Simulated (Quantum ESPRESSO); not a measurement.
## Al3ZnO5F (one run as intended and one with a planted mistake)

Computed values, not a measurement. The program is pw.x of Quantum ESPRESSO 7.5 (plane-wave density functional theory). The cell is made up: 10 atoms on a corundum lattice, with randomly drawn elements, strain and displacements, not relaxed. PseudoDojo standard norm-conserving files (v0.5 for PBE, v0.4.1 for LDA and PBEsol) set the functional; there is no spin polarisation, spin-orbit coupling or dispersion term, and the masses in the input are unused placeholders.

Intended input:

```
&control calculation='scf', pseudo_dir='./dojo.nc.sr.pbe.v0_5.standard.upf', outdir='./o', disk_io='low', tprnfor=.true., tstress=.true. /
&system ibrav=0, nat=10, ntyp=4, nbnd=39, ecutwfc=84.00895049, nosym=.true., tot_charge=0,
 occupations='smearing', smearing='fd', degauss=0.0018374661
/
&electrons conv_thr=7.350e-09, electron_maxstep=60, /
ATOMIC_SPECIES
Al 1.0 Al.upf
F 1.0 F.upf
O 1.0 O.upf
Zn 1.0 Zn.upf
CELL_PARAMETERS angstrom
2.3365 1.3525 4.3342
-2.4813 1.3445 4.4164
-0.0793 -2.8042 4.4093
ATOMIC_POSITIONS angstrom
Al -0.0639 -0.0447 4.7201
Al 0.0271 0.0484 1.9762
Zn -0.1456 -0.0829 8.4532
Al -0.1963 -0.0776 11.1579
O -1.0406 1.3271 7.6882
O -0.8315 -1.556 7.6786
F 1.5416 0.0818 7.7433
O 0.878 -1.4237 5.5405
O 0.6705 1.5463 5.4095
O -1.7939 -0.1072 5.5047
K_POINTS automatic
6 6 6 1 1 1
```

The log is shortened where brackets say so; the opening notice, blank lines, dates and the lines on written files are dropped, and the path of the files is cut. It prints rydbergs, bohrs and kilobars, and counts compression as positive stress. Where no state is partly filled, the Fermi energy that it prints is only some level between the filled and the empty states on the mesh, and need not lie in the true gap.

Log of the intended run:

```
     Program PWSCF v.7.5
     Parallel version (MPI & OpenMP), running on       4 processor cores
     Number of MPI processes:                 4
     Threads/MPI process:                     1
     [start-up lines left out]
     bravais-lattice index     =            0
     lattice parameter (alat)  =       9.6494  a.u.
     unit-cell volume          =     592.0401 (a.u.)^3
     number of atoms/cell      =           10
     number of atomic types    =            4
     number of electrons       =        66.00
     number of Kohn-Sham states=           39
     kinetic-energy cutoff     =      84.0090  Ry
     charge density cutoff     =     336.0358  Ry
     scf convergence threshold =      7.3E-09
     mixing beta               =       0.7000
     number of iterations used =            8  plain     mixing
     Exchange-correlation= PBE
                           (   1   4   3   4   0   0   0)
     [axes and pseudopotential details left out]
   Cartesian axes
     site n.     atom                  positions (alat units)
         1        Al     tau(   1) = (  -0.0125141  -0.0087540   0.9243772  )
         2        Al     tau(   2) = (   0.0053072   0.0094786   0.3870160  )
         3        Zn     tau(   3) = (  -0.0285141  -0.0162350   1.6554618  )
         4        Al     tau(   4) = (  -0.0384431  -0.0151971   2.1851461  )
         5        O      tau(   5) = (  -0.2037895   0.2598972   1.5056454  )
         6        O      tau(   6) = (  -0.1628397  -0.3047247   1.5037653  )
         7        F      tau(   7) = (   0.3019046   0.0160196   1.5164361  )
         8        O      tau(   8) = (   0.1719462  -0.2788152   1.0850431  )
         9        O      tau(   9) = (   0.1313097   0.3028250   1.0593882  )
        10        O      tau(  10) = (  -0.3513146  -0.0209939   1.0780320  )
     number of k points=   108  Fermi-Dirac smearing, width (Ry)=  0.0018
     Number of k-points >= 100: set verbosity='high' to print them.
     Dense  grid:    61637 G-vectors     FFT dimensions: (  60,  60,  60)
     Estimated max dynamical RAM per process >     216.57 MB
     Estimated total dynamical RAM >     821.13 MB
     Initial potential from superposition of free atoms
     starting charge      65.9925, renormalised to      66.0000
     Starting wfcs are   46 randomized atomic wfcs
     total cpu time spent up to now is       14.9 secs
     per-process dynamical memory:   189.7 Mb
     Self-consistent Calculation
     iteration #  1     ecut=    84.01 Ry     beta= 0.70
     Davidson diagonalization with overlap
     ethr =  1.00E-02,  avg # of iterations =  3.4
     total cpu time spent up to now is       54.4 secs
     total energy              =    -646.64109791 Ry
     estimated scf accuracy    <       2.04745166 Ry
     iteration #  2     ecut=    84.01 Ry     beta= 0.70
     Davidson diagonalization with overlap
     ethr =  3.10E-03,  avg # of iterations =  2.3
     total cpu time spent up to now is       85.5 secs
     total energy              =    -647.23672273 Ry
     estimated scf accuracy    <       1.45802699 Ry
     [iterations 3 to 9 left out]
     iteration # 10     ecut=    84.01 Ry     beta= 0.70
     Davidson diagonalization with overlap
     ethr =  1.64E-10,  avg # of iterations =  2.0
     total cpu time spent up to now is      373.0 secs
     total energy              =    -647.50916968 Ry
     estimated scf accuracy    <       0.00000001 Ry
     iteration # 11     ecut=    84.01 Ry     beta= 0.70
     Davidson diagonalization with overlap
     ethr =  1.68E-11,  avg # of iterations =  2.1
     total cpu time spent up to now is      405.7 secs
     End of self-consistent calculation
     Number of k-points >= 100: set verbosity='high' to print the bands.
     the Fermi energy is    12.2502 ev
!    total energy              =    -647.50916968 Ry
     estimated scf accuracy    <          4.9E-09 Ry
     smearing contrib. (-TS)   =       0.00000000 Ry
     internal energy E=F+TS    =    -647.50916968 Ry
     The total energy is F=E-TS. E is the sum of the following terms:
     one-electron contribution =    -437.03302822 Ry
     hartree contribution      =     259.65559989 Ry
     xc contribution           =    -105.81007024 Ry
     ewald contribution        =    -364.32167111 Ry
     convergence has been achieved in  11 iterations
     Forces acting on atoms (cartesian axes, Ry/au):
     atom    1 type  1   force =     0.02100618    0.07641608    0.02702547
     atom    2 type  1   force =     0.00213081    0.03687274   -0.05074260
     atom    3 type  4   force =    -0.06499489    0.02576718    0.03901513
     atom    4 type  1   force =     0.06238995   -0.06330972   -0.02936597
     atom    5 type  3   force =    -0.07420733    0.09554354   -0.05083278
     atom    6 type  3   force =    -0.08611721   -0.13547932   -0.05350342
     atom    7 type  2   force =     0.12995939   -0.01746685   -0.07353817
     atom    8 type  3   force =    -0.08300617    0.04108017    0.02486401
     atom    9 type  3   force =     0.05647568   -0.10209122    0.09566039
     atom   10 type  3   force =     0.03636359    0.04266739    0.07141795
     Total force =     0.367125     Total SCF correction =     0.000040
     Computing stress (Cartesian axis) and pressure
          total   stress  (Ry/bohr**3)                   (kbar)     P=      176.11
   0.00112570   0.00021572   0.00014784          165.60       31.73       21.75
   0.00021572   0.00145417   0.00024142           31.73      213.92       35.51
   0.00014784   0.00024142   0.00101166           21.75       35.51      148.82
     init_run     :     13.68s CPU     14.67s WALL (       1 calls)
     electrons    :    385.83s CPU    390.82s WALL (       1 calls)
     forces       :      5.05s CPU      5.17s WALL (       1 calls)
     stress       :     16.54s CPU     16.75s WALL (       1 calls)
     [timing details left out]
     PWSCF        :   7m 1.60s CPU   7m 8.30s WALL
     JOB DONE.
```

A second run has one planted mistake: the self-consistency threshold is too loose. The input lines that differ, file-writing options aside:

```
- &electrons conv_thr=7.350e-09, electron_maxstep=60, /
+ &electrons conv_thr=4.410e-02, electron_maxstep=60, /
```

Its log:

```
     Program PWSCF v.7.5
     Parallel version (MPI & OpenMP), running on       4 processor cores
     Number of MPI processes:                 4
     Threads/MPI process:                     1
     [start-up lines left out]
     bravais-lattice index     =            0
     lattice parameter (alat)  =       9.6494  a.u.
     unit-cell volume          =     592.0401 (a.u.)^3
     number of atoms/cell      =           10
     number of atomic types    =            4
     number of electrons       =        66.00
     number of Kohn-Sham states=           39
     kinetic-energy cutoff     =      84.0090  Ry
     charge density cutoff     =     336.0358  Ry
     scf convergence threshold =      4.4E-02
     mixing beta               =       0.7000
     number of iterations used =            8  plain     mixing
     Exchange-correlation= PBE
                           (   1   4   3   4   0   0   0)
     [axes and pseudopotential details left out]
   Cartesian axes
     site n.     atom                  positions (alat units)
         1        Al     tau(   1) = (  -0.0125141  -0.0087540   0.9243772  )
         2        Al     tau(   2) = (   0.0053072   0.0094786   0.3870160  )
         3        Zn     tau(   3) = (  -0.0285141  -0.0162350   1.6554618  )
         4        Al     tau(   4) = (  -0.0384431  -0.0151971   2.1851461  )
         5        O      tau(   5) = (  -0.2037895   0.2598972   1.5056454  )
         6        O      tau(   6) = (  -0.1628397  -0.3047247   1.5037653  )
         7        F      tau(   7) = (   0.3019046   0.0160196   1.5164361  )
         8        O      tau(   8) = (   0.1719462  -0.2788152   1.0850431  )
         9        O      tau(   9) = (   0.1313097   0.3028250   1.0593882  )
        10        O      tau(  10) = (  -0.3513146  -0.0209939   1.0780320  )
     number of k points=   108  Fermi-Dirac smearing, width (Ry)=  0.0018
     Number of k-points >= 100: set verbosity='high' to print them.
     Dense  grid:    61637 G-vectors     FFT dimensions: (  60,  60,  60)
     Estimated max dynamical RAM per process >     216.57 MB
     Estimated total dynamical RAM >     821.13 MB
     Initial potential from superposition of free atoms
     starting charge      65.9925, renormalised to      66.0000
     Starting wfcs are   46 randomized atomic wfcs
     total cpu time spent up to now is       14.7 secs
     per-process dynamical memory:   189.7 Mb
     Self-consistent Calculation
     iteration #  1     ecut=    84.01 Ry     beta= 0.70
     Davidson diagonalization with overlap
     ethr =  1.00E-02,  avg # of iterations =  3.4
     total cpu time spent up to now is       51.4 secs
     total energy              =    -646.64109791 Ry
     estimated scf accuracy    <       2.04745166 Ry
     iteration #  2     ecut=    84.01 Ry     beta= 0.70
     Davidson diagonalization with overlap
     ethr =  3.10E-03,  avg # of iterations =  2.3
     total cpu time spent up to now is       91.2 secs
     total energy              =    -647.23672273 Ry
     estimated scf accuracy    <       1.45802699 Ry
     iteration #  3     ecut=    84.01 Ry     beta= 0.70
     Davidson diagonalization with overlap
     ethr =  2.21E-03,  avg # of iterations =  2.0
     total cpu time spent up to now is      128.0 secs
     End of self-consistent calculation
     Number of k-points >= 100: set verbosity='high' to print the bands.
     the Fermi energy is    12.6057 ev
!    total energy              =    -647.49991124 Ry
     estimated scf accuracy    <       0.01729323 Ry
     smearing contrib. (-TS)   =       0.00000000 Ry
     internal energy E=F+TS    =    -647.49991124 Ry
     The total energy is F=E-TS. E is the sum of the following terms:
     one-electron contribution =    -436.62671612 Ry
     hartree contribution      =     259.07153635 Ry
     xc contribution           =    -105.62306036 Ry
     ewald contribution        =    -364.32167111 Ry
     convergence has been achieved in   3 iterations
     Forces acting on atoms (cartesian axes, Ry/au):
     atom    1 type  1   force =     0.01800917    0.07277197    0.02325261
     atom    2 type  1   force =    -0.00109449    0.03170150   -0.04350928
     atom    3 type  4   force =    -0.05737429    0.02705259    0.03124069
     atom    4 type  1   force =     0.06075936   -0.05864083   -0.02404405
     atom    5 type  3   force =    -0.07631677    0.10081610   -0.05301811
     atom    6 type  3   force =    -0.08729170   -0.13990251   -0.05403303
     atom    7 type  2   force =     0.13223185   -0.01583787   -0.08042411
     atom    8 type  3   force =    -0.08028345    0.03780941    0.02894698
     atom    9 type  3   force =     0.05244881   -0.10032408    0.09809763
     atom   10 type  3   force =     0.03891151    0.04455373    0.07349066
     Total force =     0.367336     Total SCF correction =     0.213119
     SCF correction compared to forces is large: reduce conv_thr to get better values
     Computing stress (Cartesian axis) and pressure
          total   stress  (Ry/bohr**3)                   (kbar)     P=       58.06
   0.00038179   0.00023188   0.00006119           56.16       34.11        9.00
   0.00023188   0.00060116   0.00025538           34.11       88.43       37.57
   0.00006119   0.00025538   0.00020120            9.00       37.57       29.60
     init_run     :     13.58s CPU     14.44s WALL (       1 calls)
     electrons    :    111.68s CPU    113.44s WALL (       1 calls)
     forces       :      5.31s CPU      5.51s WALL (       1 calls)
     stress       :     17.30s CPU     17.39s WALL (       1 calls)
     [timing details left out]
     PWSCF        :   2m28.39s CPU   2m31.66s WALL
     JOB DONE.
```

```
                                            intended run  run with the mistake
                          free energy (eV)     -8809.811             -8809.685
                    smearing term -TS (eV)        0.0000                0.0000
                            pressure (GPa)         17.61                  5.81
            largest force component (eV/Å)         3.483                 3.597
largest change of a force component (eV/Å)                               0.200
                                iterations            11                     3
```

For scale, a rerun of the intended cell at a cutoff of 1437 eV and k mesh 8 x 8 x 8 moved values by no more than 0.003 eV in energy, 0.03 GPa in stress and 0.002 eV/Å in force.